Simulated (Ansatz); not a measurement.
The start is a generated cell, W placed in the omega structure type. Cell shape, volume and atoms are optimised at zero target pressure with PBE (plane waves to 420 eV, PAW, scalar-relativistic; Ansatz, an electronic-structure program). The first steps use a coarse 9×9×12 k-mesh.

The start:
```
CELL_PARAMETERS angstrom
      4.46409     0.00000     0.00000
     -2.23205     3.86602     0.00000
      0.00000     0.00000     2.71513
ATOMIC_POSITIONS crystal
  W  0.00000 0.00000 0.00000
  W  0.33333 0.66667 0.50000
  W  0.66667 0.33333 0.50000
```

Problem. How large is the pressure on the unrelaxed cell, and of which sign?

Solution. +17.8 GPa (positive: the cell is compressed).

Problem. How does the volume change?

Solution. +6.0 %, from 15.62 to 16.55 Å³/atom.

Problem. How do the shortest distances between atoms change?

Solution. The closest pairs of elements (up to four, under 3.6 Å), start → end: W–W 2.58 → 2.60 Å.

The space group stays P6/mmm (No. 191) (the run could not lower it), with 3 atoms in the primitive cell. Final values are on a 12×12×18 k-mesh of the relaxed cell. No spin polarisation in the result.

The run could not lower the symmetry of its start; a shaken copy of this end point relaxes with PBE to Im-3m (No. 229), 0.55 eV/atom lower.

The relaxed structure here is a generated cell of W: the first start was made by placing the elements on the sites of a structure type, and the end was not matched to a known phase here, so it may be hypothetical. Known forms of W include space group No. 229.
